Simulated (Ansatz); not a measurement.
Relaxed-ion elastic tensor of Au (fcc (Cu type), Fm-3m) in GPa (Voigt order), plane-wave PAW r²SCAN (Ansatz code); density 18.65 g/cm³, 17.53 Å³ per atom.

```
 168   147   147   0.0   0.0   0.0
 147   168   147   0.0   0.0   0.0
 147   147   168   0.0   0.0   0.0
 0.0   0.0   0.0  25.1   0.0   0.0
 0.0   0.0   0.0   0.0  25.1   0.0
 0.0   0.0   0.0   0.0   0.0  25.1
```

Problem. Is the crystal mechanically stable?

Solution. Yes: the smallest eigenvalue of C is 21.0 GPa.

Problem. Work out the Voigt, Reuss and Hill averages.

Solution. K_V = 154, K_R = 154, K_H = 154; G_V = 19.2, G_R = 16.1, G_H = 17.7 GPa.

Problem. Give Young's modulus, Poisson's ratio, Pugh's ratio and the universal anisotropy index.

Solution. E = 9KG/(3K + G) = 51.1 GPa; ν = 0.44; K/G = 8.70 (ductile by the Pugh limit of 1.75); A_U = 5G_V/G_R + K_V/K_R − 6 = 0.97.

Problem. Estimate the sound speeds and the Debye temperature.

Solution. v_l = √((K + 4G/3)/ρ) = 3080 m/s, v_t = √(G/ρ) = 974 m/s, mean 1110 m/s; Θ = (h/k)(3n/4πV)^(1/3) v_m = 127 K.

Problem. Give the Zener ratio and Young's modulus along [100], [110] and [111].

Solution. A = 2C44/(C11 − C12) = 2.39; 1/E = S11 − 2(S11 − S12 − S44/2)Γ with Γ = 0, 1/4, 1/3 gives 30.8, 53.7, 71.3 GPa.

Problem. Solve the Christoffel equation for the three sound speeds along [100], [110], [111].

Solution. Eigenvalues of C_ijkl n_j n_l equal ρv². In km/s, slowest first: [100] 1.16, 1.16, 3.00; [110] 0.75, 1.16, 3.13; [111] 0.91, 0.91, 3.17.

The cell was relaxed with r²SCAN under the symmetry of its start. As this level gives no gap, shear constants depend on the k-mesh and smearing (Fermi–Dirac, 0.1 eV here). Spin–orbit coupling is left out wherever it is not named.

Potentials: the earlier of the program's two PAW sets.
